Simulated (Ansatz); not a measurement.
La$_{2}$O$_{3}$:
```
La2O3
1.0
    3.94040     0.00000     0.00000
   -1.97020     3.41249     0.00000
    0.00000     0.00000     6.18755
La O
2 3
Direct
  0.66667   0.33333   0.75263
  0.33333   0.66667   0.24737
  0.66667   0.33333   0.35470
  0.33333   0.66667   0.64530
  0.00000   0.00000   0.00000
```

Relaxed with PBE.

Question: Map the valence electron density (e/Å³), cut off at 2 on the plane through (0.667, 0.333, 0.753) spanned by u = [0, 0, 1] and v = [1, -1, 0] in lattice vectors, from PBE (plane waves, PAW; program Ansatz).

Answer: x is the fraction of u, y of v (the angle between them is 90°; rows are the nearest grid lines); atoms in the plane: La at (0.00, 0.00), La at (0.49, 0.67), O at (0.60, 0.00), O at (0.89, 0.67), O at (0.25, 0.33).
```
y \ x   0.000  0.0968  0.194  0.258  0.355  0.452  0.548  0.645  0.742  0.806  0.903   1.00
------  -----  ------  -----  -----  -----  -----  -----  -----  -----  -----  -----  -----
1.00     1.37    1.70  0.356  0.069  0.057  0.423   2.00   2.00  0.634  0.446   1.71   1.37
0.912    1.64    1.24  0.191  0.055  0.053  0.237   1.32   1.47  0.286  0.230   1.18   1.64
0.853   0.775   0.385  0.082  0.048  0.087  0.268  0.455  0.327  0.129  0.143  0.469  0.775
0.765   0.461   0.092  0.042  0.071  0.548   1.53   1.44  0.427  0.216  0.599   1.42  0.461
0.706    1.10   0.112  0.041  0.102   1.07   1.56   1.61  0.868  0.431   1.96   2.00   1.10
0.618   0.972   0.107  0.043  0.100   1.01   1.61   1.70  0.810  0.395   1.67   2.00  0.972
0.529   0.195   0.076  0.094  0.125  0.298  0.864  0.815  0.197  0.110  0.235  0.423  0.195
0.471   0.078   0.115  0.332  0.425  0.241  0.193  0.154  0.057  0.042  0.066  0.097  0.078
0.382   0.056   0.336   2.00   2.00  0.962  0.113  0.032  0.018  0.016  0.017  0.024  0.056
0.294   0.057   0.365   2.00   2.00   1.09  0.115  0.031  0.018  0.015  0.015  0.022  0.057
0.235   0.081   0.214  0.958   1.34  0.407  0.086  0.049  0.039  0.026  0.025  0.043  0.081
0.147   0.781   0.432  0.168  0.136  0.085  0.103  0.268  0.276  0.103  0.088  0.392  0.781
0.0882   1.73    1.25  0.207  0.069  0.056  0.217   1.28   1.45  0.284  0.227   1.25   1.73
0.000    1.37    1.70  0.356  0.069  0.057  0.423   2.00   2.00  0.634  0.446   1.71   1.37
```

The density is the valence pseudo-density with augmentation charge, so density and ELF within about 1 Å of a nucleus are not all-electron values.

Space group P-3m1 (La2O3 or Ni2Al3 type). The cell was relaxed with PBE under the symmetry of its start; phonons on a q-mesh show no instability. Spin–orbit coupling is left out wherever it is not named.

Potentials: the later of the program's two PAW sets.
